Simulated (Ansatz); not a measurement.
# Zn4SeS3: rattling a relaxed structure

The cell was found from a structure generator's guess, not taken from experiment.

Computed with Ansatz 0.2.0, DFT PBE, scalar-relativistic, plane waves, PAW. Cutoff 420 eV; k points 8×8×8 on the computed 8-atom cell (Γ-centred); Gaussian smearing, width 0.02 eV; no spin polarisation.

The cell below (8 atoms, space group I-42m (No. 121)) is relaxed within its symmetry.

```
Zn Se S
1.0
    -2.75797    2.75797    5.51284
     2.75797   -2.75797    5.51284
     2.75797    2.75797   -5.51284
Zn Se S
4 1 3
Direct
  0.37010 0.88640 0.00000
  0.11361 0.11361 0.48371
  0.88640 0.37010 0.00000
  0.62990 0.62990 0.51629
  0.50000 0.50000 0.00000
  0.75000 0.25000 0.50000
  0.25000 0.75000 0.50000
  0.00000 0.00000 0.00000
```

For the test it was strained at random (σ = 1.5 % a component), the atoms were moved at random (σ = 0.05 Å), and all was relaxed again on a coarse 4×4×4 mesh (in the run’s order of axes) with 0.10 eV smearing, with no symmetry imposed.

Question: Is the structure stable against such a distortion?

Answer: It returns, within 1 meV/atom of the unmoved cell on that mesh and with the same symmetry when read at 0.1 Å. So it is stable against the distortions that fit this cell and that this random move excites. Modes that don't fit the cell aren't tested.
